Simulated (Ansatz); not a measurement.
# Structure types of Hg compared at 9.5 GPa

Structure types of Hg are relaxed in primitive cells with their symmetry kept at 9.5 GPa, first on PAW files, then by LAPW. The enthalpy is E + pV at zero temperature, without zero-point motion. Only the types listed were tried, and differences under about 5 meV/atom are mesh noise. Not among the end structures: fcc, which may lie lower.

All numbers are LDA results (scalar-relativistic) from Ansatz 0.2.0, with Fermi–Dirac smearing of 0.1 eV, no spin polarisation. Methods: LAPW: all electrons, basis error target 0.5 meV/atom; PAW: frozen-core files, cutoff 420 eV.

k meshes: bcc 16×16×16, hcp 14×14×8, omega 8×8×11, sc 14×14×14, diamond 11×11×11.

Spin–orbit coupling is left out, which matters for the heavy atoms. The PAW files were made under PBE.

**Question.** Which type is lowest in enthalpy, and by how much?

**Answer.** hcp, 14 meV/atom below bcc. The whole table:

```tsv
start type	ends as	a, b, c (Å)	V (Å³/atom)	H − H(lowest), LAPW (meV/atom)	same, PAW
bcc	bcc, Im-3m	3.414, 3.414, 3.414	19.89	13.9	13.8
hcp	hcp, P6_3/mmc	3.012, 3.012, 4.977	19.55	0.0	0.0
omega	omega, P6/mmm	4.936, 4.936, 2.847	20.03	18.8	18.7
sc	sc, Pm-3m	2.780, 2.780, 2.780	21.49	93.3	93.0
diamond	diamond, Fd-3m	6.047, 6.047, 6.047	27.64	789.3	788.4
```

**Question.** Split the lead of hcp over bcc into energy and pV.

**Answer.** For bcc less hcp: ΔE = -6.2 meV/atom, and p·ΔV = 9.5 GPa × +0.3391 Å³ × 6.242 meV/(GPa·Å³) = +20.1 meV/atom, together 13.9 meV/atom. hcp wins by its smaller volume, against the internal energy.
